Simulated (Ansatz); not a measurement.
Question: Name crystals whose computed values (r²SCAN (plane waves, PAW; program Ansatz)) fall in these windows: electron conductivity mass (mₑ) 0.25 to 0.34; gap (eV) 1.6 to 1.9; Θ_D (K) 1100 to 1400.

Answer: 

```json
[
 {"crystal": "SiC, zinc blende", "electron conductivity mass (mₑ)": "0.29", "gap (eV)": "1.71", "Θ_D (K)": "1190"}
]
```
Others may fit too.

The cell was relaxed under the symmetry of its start.

Potentials: the earlier of the program's two PAW sets.
